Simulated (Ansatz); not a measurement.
# Cs2KAsI6: the gap against volume

Cs2KAsI6, Fm-3m, a = 12.385 Å. The structure is a Materials Project entry; whether it is the stable form wasn't checked. Ansatz: r2SCAN, PAW, 500 eV, Γ-centred 4×4×4 mesh on 10 atoms, Gaussian smearing 0.02 eV; no spin polarisation. Shape and atoms are relaxed at each volume; x = ln(V/V0) with V0 = 47.496 Å³/atom. The gap is read at the mesh points alone.

| x | gap y (eV) |
| --- | --- |
| -0.0619 | 2.433 |
| -0.0305 | 2.403 |
| 0.0000 | ? |
| 0.0296 | 2.354 |
| 0.0583 | 2.339 |

Q: Fit a straight line to the other rows, give the volume deformation potential of the gap and its pressure coefficient, and predict the missing gap. B0 = 12.5 GPa.

A: Means x = -0.001125, y = 2.3822; Σ(Δx)² = 0.009032, ΣΔxΔy = -0.007132; the slope is their ratio. y = 2.3814 − 0.78965 x. The slope is the deformation potential a = dE_g/d ln V = -0.79 eV, and dE_g/dP = −a/B0 = 63.2 meV/GPa. At x = 0.0000 the fit asked for gives 2.381 eV. The run gave 2.378 eV, so the fit is 0.003 eV too high, within the rms miss on the fitted rows (0.003 eV).

Spin-orbit coupling is left out, which matters for the bands of heavy elements. Semilocal functionals give gaps under the measured ones; changes of the gap mostly carry over better.

Cost: 5 runs of about 18 core-minutes in all, on Arm Neoverse V1 (shared hosts).